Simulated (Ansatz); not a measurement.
Values for one crystal, relaxed and computed with PBEsol in the plane-wave PAW code Ansatz; other levels are named.

```yaml
volume_per_atom: 16.59 Å³
electronic_character: metallic (no gap)
mechanical_stability: stable (all eigenvalues of C positive)
Poisson's ratio: 0.32
Bulk modulus (Birch–Murnaghan fit): 115 GPa
Formation energy from the elements (no fitted shifts): -117 meV/atom
debye_temperature_from_the_elastic_constants: 435 K
```

### Question
Which of these materials gives this?
A) AlPd, P2_13 (Al on 4a, Pd on 4a)
B) TiPt3, Cu3Au type
C) AlNi3, Cu3Au type
D) Ti3Al, P-6m2 (Ti on 1e, Ti on 2h, Al on 1f)

### Answer
D, Ti3Al, P-6m2 (Ti on 1e, Ti on 2h, Al on 1f)

The workflow started from a Materials Project entry (that database holds measured and hypothetical structures alike); the Crystallography Open Database copy checked does not list it. With Ti and Al taken as one species the cell has the higher symmetry P6_3/mmc, so it may be an ordered model of a mixed-site phase. It is not the phase usual at ambient conditions (space group No. 194). Symmetry was held in the PBEsol relaxation; whether a distortion lowers the energy is not shown. No spin polarisation was allowed. As this level gives no gap, shear constants depend on the k-mesh and smearing (Fermi–Dirac, 0.1 eV here). On the denser mesh and wider smearing of the elastic run this cell carries a stress of 0.4 GPa. The references are the lowest solids computed at this level, not always the standard phases.

Potentials: the later of the program's two PAW sets.
